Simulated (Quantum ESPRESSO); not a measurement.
pw.x input (Quantum ESPRESSO 7.5; PBE, PseudoDojo standard norm-conserving files, scalar-relativistic):

```
&CONTROL
  calculation = 'scf'
  pseudo_dir = './pseudo'
  outdir = './out'
  tprnfor = .true.
  tstress = .true.
/
&SYSTEM
  ibrav = 0
  nat = 2
  ntyp = 2
  ecutwfc = 84.0
  ecutrho = 336.0
  occupations = 'smearing'
  smearing = 'fd'
  degauss = 0.002
  nbnd = 12
/
&ELECTRONS
  conv_thr = 2e-10
/
ATOMIC_SPECIES
O 15.9990 O.upf
Mg 24.3050 Mg.upf
CELL_PARAMETERS angstrom
  0.000000000000   2.097000000000   2.097000000000
  2.097000000000   0.000000000000   2.097000000000
  2.097000000000   2.097000000000   0.000000000000
ATOMIC_POSITIONS crystal
O   0.500000000000   0.500000000000   0.500000000000
Mg   0.000000000000   0.000000000000   0.000000000000
K_POINTS automatic
12 12 12 0 0 0
```

End of the output:

```

[...]
     the Fermi energy is    10.4119 ev
!    total energy              =    -152.10165188 Ry
     estimated scf accuracy    <          2.5E-11 Ry
     smearing contrib. (-TS)   =       0.00000000 Ry
     internal energy E=F+TS    =    -152.10165188 Ry
     The total energy is F=E-TS. E is the sum of the following terms:
     one-electron contribution =     -73.72818162 Ry
     hartree contribution      =      41.31095204 Ry
     xc contribution           =     -24.50959339 Ry
     ewald contribution        =     -95.17482890 Ry
     convergence has been achieved in   9 iterations
     Forces acting on atoms (cartesian axes, Ry/au):
     atom    1 type  1   force =     0.00000000    0.00000000   -0.00000000
     atom    2 type  2   force =     0.00000000    0.00000000    0.00000000
     Total force =     0.000000     Total SCF correction =     0.000000
     Computing stress (Cartesian axis) and pressure
          total   stress  (Ry/bohr**3)                   (kbar)     P=       67.18
   0.00045668   0.00000000   0.00000000           67.18        0.00        0.00
   0.00000000   0.00045668   0.00000000            0.00       67.18        0.00
   0.00000000   0.00000000   0.00045668            0.00        0.00       67.18
```
In a gapped system the printed Fermi energy is only some level inside the gap.

Geometry of the Materials Project entry, not relaxed at this level.
